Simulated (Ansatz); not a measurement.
Given:

Sr (bcc (W type), Im-3m), a = b = c = 4.8104 Å, α = β = γ = 90.00°; the cell used has 1 atom.

This is the r²SCAN-relaxed structure.

### Question
All from DFT-r²SCAN in the program Ansatz with PAW potentials, unless another level is named. Give the elastic constants (relaxed ions, GPa).

### Answer
C11 = 12.3, C12 = 10.7, C44 = 11.1.

### Question
And the zero-point energy?

### Answer
12.7 meV/atom.

### Question
Predict the vibrational entropy at 300 K.

### Answer
54.8 J/(K·mol of atoms).

This is a known high-temperature phase of the composition, computed here at zero pressure and temperature. The cell was relaxed with r²SCAN under the symmetry of its start; phonons on a q-mesh show no instability. As this level gives no gap, shear constants depend on the k-mesh and smearing (Fermi–Dirac, 0.1 eV here).

Potentials: the later of the program's two PAW sets.
